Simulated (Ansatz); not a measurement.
Ti2C in space group Fd-3m (No. 227; Ti on 32e, C on 16d), plane-wave PAW r²SCAN (Ansatz code), all energies at zero smearing, with the estimated change up to a 700 eV cutoff added, with one set of potentials and settings (totals compare only within such a set). Cell of 12 atoms (8 Ti, 4 C): -21050.763 eV.

| element | reference phase | E (eV/atom) |
|---|---|---|
| Ti | P6/mmm, 3 atoms in the cell | -2504.3896 |
| C | P6_3/mmc, 4 atoms in the cell | -251.6711 |

Formation energy per atom, worked out: (-21050.763 − 8×(-2504.3896) − 4×(-251.6711))/12 = -0.747 eV/atom (-72 kJ per mol of atoms), at 0 K, without zero-point energy or fitted corrections.

The workflow started from a Materials Project entry (that database holds measured and hypothetical structures alike); the Crystallography Open Database copy checked does not list it. Whether it is the stable phase at ambient conditions was not checked. The r²SCAN relaxation kept the symmetry of its start; of distortions, only those at the zone centre were tested. The run is not spin-polarised. The references are the lowest solids computed at this level, not always the standard phases.

Potentials: the later of the program's two PAW sets.
